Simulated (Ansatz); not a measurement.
**Collinear states of TaO₂**

All numbers below come from DFT r2SCAN, scalar-relativistic, plane waves, PAW (Ansatz).

```
Ta O
1.0
     3.05811    0.00000    0.00000
    -1.52906    2.64840    0.00000
     0.00000    0.00000    4.86591
Ta O
1 2
Direct
  0.00000 0.00000 0.00000
  0.33333 0.66667 0.22153
  0.66667 0.33333 0.77847
```

```
plane-wave cutoff                               : 500 eV
Γ-centred k-mesh                                : 18×18×10
occupation rule                                 : Gaussian smearing, 0.1 eV
list of starting moments (μB, in atom order)    : 1 0 0
check for lower electronic states after the SCF : off
```

All runs keep this geometry, which stands near equilibrium for the lowest state (largest force there 0.000 eV/Å, pressure 0.0 GPa; forces reach 0.15 eV/Å in another state) and needn't be a stable compound; relaxing each order can shift differences of a few meV. A propagation vector, in units of the reciprocal vectors, doubles the cell, which takes an equally dense mesh. The large starts are 2.5 0 0 μB. The small starts are 0.5 0 0 μB. Spin–orbit coupling is left out, which for heavy magnetic ions can matter as much as these differences. r2SCAN tends to overstate moments in metals, so a weak moment here may be absent in the real material. Site moments are spin moments in atom-centred spheres that scale with the neighbour distance. The states are those that the runs reached from these starts; a lower one can exist.

```
                                                          start ends energy above lowest (meV/atom) site moments (μB) gap on mesh (eV) P (GPa)
                                                        no spin non-magnetic                            7.93      none over 0.05             metal     -0.6
                                                  ferromagnetic ferromagnetic                            0.00            Ta +0.26             metal      0.0
                                large parallel starting moments ferromagnetic                            0.00            Ta +0.26             metal      0.0
antiferromagnetic, doubled cell, propagation vector (0, 0, 1/2) antiferromagnetic                            0.02  Ta +0.26, Ta -0.26             metal      0.0
                                small parallel starting moments ferromagnetic                            0.00            Ta +0.26             metal      0.0
```

Cost: 5 runs of about 13 core-minutes in all, on Intel Xeon Processor @ 2.50GHz (Skylake/Cascade Lake) (shared hosts).